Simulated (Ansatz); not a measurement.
## What a change of settings does to a run on Lu

The geometry is COD entry 9010998, unchecked; take it as a test cell. The listed cell was then made from it by scaling, straining or moving an atom.

First run: DFT, PBEsol, PAW with Ansatz's default frozen-core files, scalar-relativistic (Ansatz 0.2.0).

Command: `ansatz run input.yaml --threads 1 --pin off --max-ram 2048MiB --backend cpu --events-out ev --progress --plain --runs-dir out` The run took 40 s on 1 thread of Arm Neoverse V1 (shared host).

```yaml
crystal:
  lattice:
    - [3.5491987075, 0.0, 0.0]
    - [-1.7745993538, 3.0736962438, 0.0]
    - [0.0, 0.0, 5.6239465347]
  atoms:
    - { symbol: Lu, position: [0.3333333333, 0.6666666667, 0.25] }
    - { symbol: Lu, position: [0.6666666667, 0.3333333333, 0.75] }
kpoints:
  mp_grid: { grid: [11, 11, 6] }
scf:
  occupations: { method: fermi_dirac, width: 0.05 }
hamiltonian:
  xc: pbesol
  pseudopotentials: { kind: paw }
output:
  forces: true
  stress: true
  efg: { contact_densities: true }
relax:
  f_tol: 0.005
  max_steps: 80
  cell: {}
```

Result: converged; relaxed volume 27.456 Å³/atom; 31 SCF iterations in all.

No spin–orbit coupling, which matters for the heavy atoms here.

The input is then changed:

```diff
@@ -10,5 +10,5 @@
   mp_grid: { grid: [11, 11, 6] }
 scf:
-  occupations: { method: fermi_dirac, width: 0.05 }
+  occupations: { method: gaussian, width: 0.3 }
 hamiltonian:
   xc: pbesol
@@ -18,4 +18,8 @@
   stress: true
   efg: { contact_densities: true }
+  write_density: true
+  write_potential: true
+  elf: true
+  volumetric_format: npy
 relax:
   f_tol: 0.005
```

Question: What does the second run give?

Answer: It converged; energy at zero smearing +0.7 meV/atom from the first run; relaxed volume 27.587 Å³/atom; 32 SCF iterations in all. Some of these settings are too coarse for converged properties.
